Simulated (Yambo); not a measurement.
G0W0@PBEsol for NaAuO2 (space group C2/m, No. 12) in Yambo. Reference settings: 4×4×2 Γ-centred k mesh, bands 11 to 216 and a 8 Ry block in the screening, 216 bands in G with the Bruneval-Gonze terminator, plasmon pole fitted at 27.2 eV. The PBEsol gap (0.25, -0.25, 0) → (0, 0.25, -0.5) on this mesh is 1.47 eV; G0W0 gaps are taken between the same points.

The settings were changed. The gap went from 3.35 eV to 3.38 eV, and the shift of the valence edge from -0.69 eV to -0.49 eV.

**Question.** Name the change that produced these shifts.
(A) 2 Ry block
(B) 144 bands in G
(C) no terminator
(D) 7 Ry block

**Answer.** C, no terminator. The others gave (gap, valence shift): 2 Ry block: 3.69, -0.89 eV; 144 bands in G: 3.35, -0.69 eV; 7 Ry block: 3.33, -0.66 eV.

Spin-orbit coupling is included.

Geometry relaxed with PBEsol; primitive cell a = 3.6384 Å, b = 3.6384 Å, c = 6.1449 Å, α = 116.24°, β = 116.24°, γ = 48.91°.

The structure is a Materials Project entry; no match was found in the copy of COD used, and its stability was not checked.

A shift is the quasiparticle energy of the state minus its PBEsol energy.
